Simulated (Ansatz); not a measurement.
SnTe (rock salt), relaxed with LDA (Ansatz, a quantum-chemistry and plane-wave program, plane waves, PAW): a = b = c = 6.2359 Å, α = β = γ = 90.00°.

```
Item                                  Value
------------------------------------  -----
gap (eV)                               none
ΔH_f (eV/atom)                        -0.27
B₀ by P(V) fit (GPa)                   50.5
K_Hill (GPa)                           50.1
G_Hill (GPa)                           31.0
highest Γ mode, no LO–TO term (cm⁻¹)     33
Θ_D (K)                                 227
```

### Question
The same phase is relaxed and computed with r²SCAN in the same code. What are the cell and these values now?

### Answer
a = 6.3742 Å, b = 6.3742 Å, c = 6.3742 Å, α = 90.00°, β = 90.00°, γ = 90.00°.

- gap (eV): 0.14
- ΔH_f (eV/atom): -0.26
- B₀ by P(V) fit (GPa): 43.8
- K_Hill (GPa): 44.5
- G_Hill (GPa): 30.5
- highest Γ mode, no LO–TO term (cm⁻¹): 0
- Θ_D (K): 227

Unstable at this level: SnTe, rock salt with r²SCAN. All cells were relaxed under the symmetry of their starts (and spin orders); stability against distortions was not tested throughout. Scalar-relativistic: spin–orbit coupling is off unless named, which matters more the heavier the elements.

Potentials: the later of the program's two PAW sets.

Ansatz is a plane-wave DFT program.

Formation energies count from the lowest solids of the elements computed at the same level, not from gases.
